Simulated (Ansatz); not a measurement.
Ansatz input file:

```yaml
crystal:
  lattice:
    - [0.0, 4.5526747313, 4.5526747313]
    - [4.5526747313, 0.0, 4.5526747313]
    - [4.5526747313, 4.5526747313, 0.0]
  atoms:
    - { symbol: Sr, position: [0.5, 0.5, 0.5] }
    - { symbol: Sr, position: [0.75, 0.75, 0.75] }
    - { symbol: Sr, position: [0.25, 0.25, 0.25] }
    - { symbol: Mg, position: [0.0, 0.0, 0.0] }
basis:
  ecutwfc: 420
kpoints:
  mp_grid: { grid: [8, 8, 8] }
hamiltonian:
  xc: pbesol
scf:
  occupations: { method: gaussian, width: 0.1 }
output:
  forces: true
  stress: true
  eigenvalues: true
```

It can be run as
```bash
ansatz run input.yaml --threads 1 --pin off --backend cpu --events-out ev --progress --plain --runs-dir out  # memory cap (--max-ram) not shown
```

Computed with Ansatz, DFT PBEsol, scalar-relativistic, plane waves, PAW.

Part of what the program printed, abridged:

```
Pseudopotentials: kind: paw
Pseudopotential: Sr, paw, valence charge 10, recommended cutoff 420 eV (normal)
Pseudopotential: Mg, paw, valence charge 10, recommended cutoff 420 eV (normal)
Functional definition: PBEsol
Crystal: 4 atoms, lattice volume = 188.725 Å³
Basis set: ecut = 420 eV, 3695 PW (Γ), exchange–correlation on 90×90×90 points (8 copies of the dense FFT grid, shifted against one another)
Bands: 24, of which v1, the nominal top of the filled ones, is band 20 counted from 1 (19 counted from 0)
Symmetry: 48 space group operations
Space group: Fm-3m (ITA 225), of the structure as read, at distance tolerance 5.7e-5 Å
k-points: 29 of 512
Initial density: superposition of atomic densities (neutral atoms: chi_scale 0, normalization atom), corrected by the library's trained network
Initial wavefunctions: pseudopotential atomic-orbital guess
Functional: x = pbesol(κ = 0.804, μ = 0.12345679), c = pbesol(β = 0.046)
SCF iter   1: F=—  HF=-12388.436713 eV  |F-HF|=—  |Δ(HF+E_count)|=         —  Δρ=1.46e-3  dr2=4.88e-3  ethr=1.77e-3  ⟨swp⟩=8.4  Hψ=3728  notcnv=0
SCF iter   2: F=—  HF=-12388.437028 eV  |F-HF|=—  |Δ(HF+E_count)|=   3.15e-4  Δρ=7.19e-4  dr2=2.22e-3  ethr=1.22e-5  ⟨swp⟩=2.9  Hψ=1608  notcnv=0
SCF iter   3: F=—  HF=-12388.436715 eV  |F-HF|=—  |Δ(HF+E_count)|=   3.13e-4  Δρ=2.21e-4  dr2=1.57e-4  ethr=5.54e-6  ⟨swp⟩=2.1  Hψ=1257  notcnv=0
SCF iter   4: F=—  HF=-12388.436664 eV  |F-HF|=—  |Δ(HF+E_count)|=   5.12e-5  Δρ=8.71e-5  dr2=1.32e-5  ethr=3.93e-7  ⟨swp⟩=2.0  Hψ=1286  notcnv=0
SCF iter   5: F=—  HF=-12388.436762 eV  |F-HF|=—  |Δ(HF+E_count)|=   9.80e-5  Δρ=2.10e-5  dr2=4.93e-7  ethr=3.31e-8  ⟨swp⟩=2.0  Hψ=1288  notcnv=0
SCF iter   6: F=-12388.436762 eV  HF=-12388.436762 eV  |F-HF|=1.84e-9  |Δ(HF+E_count)|=   2.50e-7  Δρ=2.83e-6  dr2=1.17e-8  ethr=2.50e-10  ⟨swp⟩=9.1  Hψ=3914  notcnv=0
SCF 1 converged in 6 iterations: F = -12388.436762 eV  dr2 = 1.17e-8
SCF converged after 6 iterations
Free energy (F): -12388.436762 eV
Harris-Foulkes:  -12388.436762 eV  (|F-HF|=1.84e-9)
Internal energy: -12388.412261 eV  (E = F + TS)
E sigma→0 (E₀):  -12388.424512 eV
Entropy (-TS):   -0.024501 eV (-6.125 meV/atom)
Fermi energy:    4.883809 eV
--- Per-component energies (eV) ---
  E_band       = -774.241859
  E_kinetic    = 798.321268
  E_local      = -4068.438763  (includes V_loc(G=0)·N_el)
  E_nonlocal   = 708.844219
  E_hartree    = 1225.724533
  E_xc         = -535.637223
  E_vxc        = -511.081516  (∫ρ·V_xc dr)
  E_paw        = -8215.583405  (= ΣΔE_a)
  E_vpaw       = -153.339444  (= ΣTr[D̂ρ^β])
  E_aug_tail   = -0.000007  (compensation charges beyond the density's cutoff)
  E_ewald      = -2302.104788
  E_core_change = 0.461905  (= ΣΔE_core)
  E_smearing   = -0.024501  (= −TS)
--- Forces (eV/Å), atoms counted from 1 ---
  atom   1  Sr     0.00000000     0.00000000     0.00000000
  atom   2  Sr     0.00000000     0.00000000     0.00000000
  atom   3  Sr     0.00000000     0.00000000     0.00000000
  atom   4  Mg     0.00000000     0.00000000     0.00000000
--- Stress (GPa, compression-positive) ---
       -1.441508       0.000000       0.000000
        0.000000      -1.441508       0.000000
        0.000000       0.000000      -1.441508
  P = ⅓ Tr σ = -1.4415 GPa (-14.415 kbar)
--- Band table (eV; the first three rows and the last of 29) ---
  k-point 0: bands = ["-71.0266", "-37.9665", "-37.9665", "-37.9665", "-31.6099", "-31.4537", "-31.4503", "-13.6555", "-13.6555", "-13.6555", "-13.4804", "-13.4804", "-13.4804", "-13.4036", "-13.4036", "-13.4036", "0.8319", "4.9169", "4.9169", "4.9169", "5.1389", "5.1389", "5.8576", "5.8576"]
  k-point 1: bands = ["-71.0266", "-37.9665", "-37.9665", "-37.9665", "-31.6096", "-31.4537", "-31.4505", "-13.6580", "-13.6580", "-13.6570", "-13.4771", "-13.4771", "-13.4723", "-13.4109", "-13.4044", "-13.4044", "0.9354", "4.5267", "4.8532", "4.8532", "5.2641", "5.2641", "5.6839", "5.8692"]
  k-point 2: bands = ["-71.0266", "-37.9665", "-37.9665", "-37.9665", "-31.6090", "-31.4537", "-31.4511", "-13.6637", "-13.6637", "-13.6583", "-13.4693", "-13.4693", "-13.4546", "-13.4287", "-13.4066", "-13.4066", "1.2360", "3.8399", "4.7874", "4.7874", "5.4167", "5.4829", "5.4829", "5.9172"]
  k-point 28: bands = ["-71.0266", "-37.9665", "-37.9665", "-37.9665", "-31.6075", "-31.4532", "-31.4532", "-13.6918", "-13.6595", "-13.6595", "-13.4894", "-13.4283", "-13.4279", "-13.4234", "-13.4234", "-13.4205", "2.5160", "3.4652", "3.4652", "3.6484", "5.3364", "5.8113", "5.8113", "6.2381"]
```

Self-consistency was reached.